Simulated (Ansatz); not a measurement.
Relaxed Ge (diamond):

```xyz
2
Lattice="0.0000 2.8808 2.8808 2.8808 0.0000 2.8808 2.8808 2.8808 0.0000" Properties=species:S:1:pos:R:3 pbc="T T T"
Ge     2.8808     2.8808     2.8808
Ge     4.3213     4.3213     4.3213
```

The atoms are displaced by Q × the pattern below (from a DFPT mode at Γ, largest move 1; Q in Å), at fixed cell. It is one choice among 3 degenerate patterns.

```
atom      x      y       z
----  -----  -----  ------
Ge1   0.000  0.000   1.000
Ge2   0.000  0.000  -1.000
```

All values below come from PBE (plane waves to 420 eV, PAW, scalar-relativistic; Ansatz, a first-principles code). k mesh 14×14×14 (Γ-centred), Fermi-Dirac smearing 0.05 eV. E stands for the smeared free energy. With partly filled bands, energies and forces of such displacements shift with the k mesh and the smearing. Ge was relaxed with its symmetry unable to fall. The zero of ΔE is the undisplaced structure. The last digit holds for this mesh only.

```json
[
 {"Q (Å)": "-0.1000", "ΔE (meV/cell)": "withheld"},
 {"Q (Å)": "-0.0833", "ΔE (meV/cell)": "137.3"},
 {"Q (Å)": "-0.0667", "ΔE (meV/cell)": "88.1"},
 {"Q (Å)": "-0.0500", "ΔE (meV/cell)": "49.5"},
 {"Q (Å)": "-0.0333", "ΔE (meV/cell)": "22.0"},
 {"Q (Å)": "-0.0167", "ΔE (meV/cell)": "5.5"},
 {"Q (Å)": "0.0000", "ΔE (meV/cell)": "0.0"},
 {"Q (Å)": "0.0167", "ΔE (meV/cell)": "5.5"},
 {"Q (Å)": "0.0333", "ΔE (meV/cell)": "22.0"},
 {"Q (Å)": "0.0500", "ΔE (meV/cell)": "49.5"},
 {"Q (Å)": "0.0667", "ΔE (meV/cell)": "88.1"},
 {"Q (Å)": "0.0833", "ΔE (meV/cell)": "137.3"},
 {"Q (Å)": "0.1000", "ΔE (meV/cell)": "withheld"}
]
```

Problem. Fit an even polynomial form (powers 2, 4) to the given rows and predict ΔE at Q = 0.1000.

Solution. Least squares on the 11 given rows: ΔE = (19820)·Q² + (-4944)·Q⁴, in meV/cell with Q in Å; root-mean-square residual 0.02 meV/cell. At 0.1000 the fit gives 197.7 meV/cell; the calculation gives 197.0 meV/cell, so the extrapolation is off by 0.7 (+0.4 %). The quadratic term alone would give 198.2 meV/cell.

(For displaced atoms, the force is minus the slope of the energy, and its curvature is a force constant, which sets phonon frequencies.)
